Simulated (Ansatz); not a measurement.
A geometry of Al away from equilibrium: the start of the relaxation of a relaxed Al cell, doubled along one cell vector, shaken by Gaussian noise of σ = 0.08 Å a coordinate. The numbers are results of PBE (plane waves to 420 eV, PAW, scalar-relativistic; Ansatz, a program for electronic structure), not measurements. Γ-centred k-mesh 12×6×12 on the run's cell (coarser than for final values), Fermi–Dirac smearing 0.05 eV.

```xyz
2
Lattice="2.7203 0.0000 0.0000 0.0000 5.4407 0.0000 0.0000 0.0000 2.7203" Properties=species:S:1:pos:R:3:forces:R:3 pbc="T T T" free_energy=-1074.235 pressure_GPa=0.4
Al     0.0021     0.0011    -0.0424   -0.0439    0.5642   -0.0386
Al     0.0857     2.8353     0.0312    0.0439   -0.5642    0.0386
```

Positions in Å, forces in eV/Å, free energy of the cell in eV (comparable only within this code, potentials and settings). Largest force: 0.57 eV/Å, on Al1, Al2 (atoms numbered as listed); the geometry lies 0.39 to 0.40 eV/atom (the two k-meshes of the run give this range) above the end of its relaxation.

No spin polarisation in the result.

The run could not lose the symmetry of its start.

Of the parent cell (Pm-3m (No. 221)): it is a generated cell of Al: the first start was made by placing the elements on the sites of a structure type, and the end was not matched to a known phase here, so it may be hypothetical. Known forms of Al include space group No. 225.
